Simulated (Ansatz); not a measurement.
Given:

HfSiSe (space group P4/nmm)

```
HfSiSe
1.0
    3.57640     0.00000     0.00000
    0.00000     3.57640     0.00000
    0.00000     0.00000     8.25557
Hf Si Se
2 2 2
Direct
  0.00000   0.50000   0.74453
  0.50000   0.00000   0.25547
  0.00000   0.00000   0.00000
  0.50000   0.50000   0.00000
  0.50000   0.00000   0.62081
  0.00000   0.50000   0.37919
```

The volume is varied about the relaxed value V₀ at fixed cell shape. The atoms relax within the cell's symmetry.

Level of theory: PBEsol (plane waves to 420 eV, PAW, scalar-relativistic; Ansatz, a first-principles code). k mesh 13×13×6 (Γ-centred), Fermi-Dirac smearing 0.05 eV. The energy includes the smearing's −TS. Stress and pressure are positive under compression. With the shape held, the modulus is that of even scaling; a crystal free to change shape is softer. HfSiSe is run without spin polarisation. HfSiSe was relaxed with its symmetry unable to fall. Spin-orbit coupling is left out, though Hf is heavy. The zero of ΔE is the relaxed starting cell.

The scan covers V/V₀ from 0.900 to 1.100 in 9 points.

What is ΔE at V/V₀ = 0.900?

84 meV/atom.

What pressure does the cell carry at V/V₀ = 0.900?

16.8 GPa.

What is ΔE at V/V₀ = 1.100?

57 meV/atom.

(A scan under strain: stresses follow from slopes of the energy per volume, elastic moduli from its curvatures.)
